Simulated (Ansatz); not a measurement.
Input:

C:
```cif
data_C2
_chemical_formula_sum 'C2'
_space_group_name_H-M_alt 'P 1'
_space_group_IT_number 1
_cell_length_a 2.51751
_cell_length_b 2.51751
_cell_length_c 2.51751
_cell_angle_alpha 60.000
_cell_angle_beta 60.000
_cell_angle_gamma 60.000
loop_
_space_group_symop_operation_xyz
  'x, y, z'
loop_
_atom_site_label
_atom_site_type_symbol
_atom_site_fract_x
_atom_site_fract_y
_atom_site_fract_z
_atom_site_occupancy
C1 C 0.50000 0.50000 0.50000 1
C2 C 0.75000 0.75000 0.75000 1
```

This is the r²SCAN-relaxed structure.

Question: All from r²SCAN (plane waves, PAW; program Ansatz), unless another level is named. Predict the Hill bulk and shear moduli.

Answer: 451 and 549 GPa.

Question: Predict the elastic constants (relaxed ions, GPa).

Answer: C11 = 1110, C12 = 120, C44 = 587.

Space group Fd-3m (diamond). Symmetry was held in the r²SCAN relaxation.

Potentials: the later of the program's two PAW sets.
